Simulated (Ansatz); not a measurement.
# How much do the gradients of MgMn2P2H4O10 depend on the method?

Cell: a Materials Project structure (computed, not necessarily an observed phase), atoms as given.

```
Mg Mn H P O
1.0
     5.30757    0.00000    0.00000
    -0.81722    5.46214    0.00000
    -2.27296   -2.06037    7.19592
Mg Mn H P O
1 2 4 2 10
Direct
  0.09106 0.35156 0.87988
  0.98447 0.44843 0.45923
  0.51285 0.01450 0.00480
  0.86572 0.90879 0.28613
  0.06309 0.09437 0.21145
  0.04813 0.93548 0.65034
  0.90714 0.86566 0.80319
  0.41353 0.58144 0.24383
  0.60583 0.46315 0.77176
  0.31342 0.69943 0.07688
  0.27926 0.65066 0.38954
  0.71583 0.33260 0.92837
  0.76855 0.38774 0.64055
  0.72633 0.66675 0.33144
  0.31974 0.28501 0.14189
  0.29493 0.37393 0.68930
  0.68249 0.75884 0.84738
  0.07986 0.96610 0.78346
  0.90277 0.07804 0.25344
```

Atom numbers follow the list; atoms alike are taken as one site, whose name carries the number of the first.

First run. Level of theory: DFT, PBE, plane waves and PAW, scalar-relativistic, collinear spin, 420 eV cutoff, Γ-centred 5×4×3 k-points, Fermi–Dirac smearing 0.02 eV (Ansatz 0.2.0). Start moments as typed (μB): 0 -5 5 0 0 0 0 0 0 0 0 0 0 0 0 0 0 0 0 by atom.

| site | atom | V_zz (10²¹ V/m²) | η | m (μB) |
| --- | --- | --- | --- | --- |
| Mg | 1 | 0.75 | 0.96 | 0.00 |
| Mn2 | 2 | 6.29 | 0.44 | -4.04 |
| Mn3 | 3 | 5.05 | 0.33 | 4.17 |
| H6 | 6 | 3.98 | 0.05 | 0.00 |
| H7 | 7 | 1.32 | 0.18 | 0.00 |
| P8 | 8 | -2.27 | 0.96 | 0.00 |
| P9 | 9 | 1.32 | 0.60 | 0.00 |
| O10 | 10 | 8.85 | 0.53 | 0.02 |
| O11 | 11 | 9.27 | 0.31 | -0.03 |
| O12 | 12 | 8.82 | 0.59 | 0.02 |
| O13 | 13 | 9.52 | 0.31 | -0.02 |
| O17 | 17 | 8.85 | 0.63 | 0.02 |
| O18 | 18 | 11.46 | 0.89 | 0.01 |
| O19 | 19 | -9.76 | 0.99 | 0.00 |

Second run. The same atoms and settings, except that the functional is r2SCAN and the cutoff is 500 eV.

**Question.** What does the second run give?

**Answer.** 

| site | atom | V_zz | η | change of V_zz | m (μB) |
| --- | --- | --- | --- | --- | --- |
| Mg | 1 | 0.78 | 0.88 | +0.03 | 0.00 |
| Mn2 | 2 | 6.65 | 0.47 | +0.36 | -4.13 |
| Mn3 | 3 | 5.31 | 0.30 | +0.26 | 4.24 |
| H6 | 6 | 3.90 | 0.05 | -0.08 | 0.00 |
| H7 | 7 | 1.21 | 0.20 | -0.11 | 0.00 |
| P8 | 8 | -2.38 | 0.99 | -0.11 | 0.00 |
| P9 | 9 | 1.42 | 0.67 | +0.10 | 0.00 |
| O10 | 10 | 9.03 | 0.50 | +0.18 | 0.02 |
| O11 | 11 | 9.37 | 0.30 | +0.10 | -0.03 |
| O12 | 12 | 9.02 | 0.55 | +0.20 | 0.02 |
| O13 | 13 | 9.60 | 0.32 | +0.08 | -0.02 |
| O17 | 17 | 9.02 | 0.59 | +0.17 | 0.02 |
| O18 | 18 | 11.86 | 0.88 | +0.40 | 0.01 |
| O19 | 19 | -10.30 | 0.97 | -0.54 | 0.00 |

The largest change of V_zz is on O19, from -9.76 to -10.30. In per cent, |V_zz| changes by +5 on Mg, +5 to +6 on Mn, -9 to -2 on H, +5 to +7 on P, +1 to +6 on O (all sites that start above 0.5). The table leaves out 5 of the 19 sites, with |V_zz| up to 9.12; their tensors move by 0.24 at most along any direction. The statements above cover all sites.

The lattice is static: at room temperature water may turn and average the couplings of its hydrogen. The magnetic order is the one that the run reached from its start moments, not necessarily the measured one.
For the first run: The largest force is 0.4 eV/Å, so the atoms aren't at the calculated equilibrium and relaxing them would move these values.
For the second run: At this cell the principal stresses reach 5 GPa in size with r2SCAN, which can matter for small gradients. The largest force is 0.5 eV/Å, so the atoms aren't at the calculated equilibrium and relaxing them would move these values. The program didn't check the stability of this electronic state in full, so a lower one may lie near.
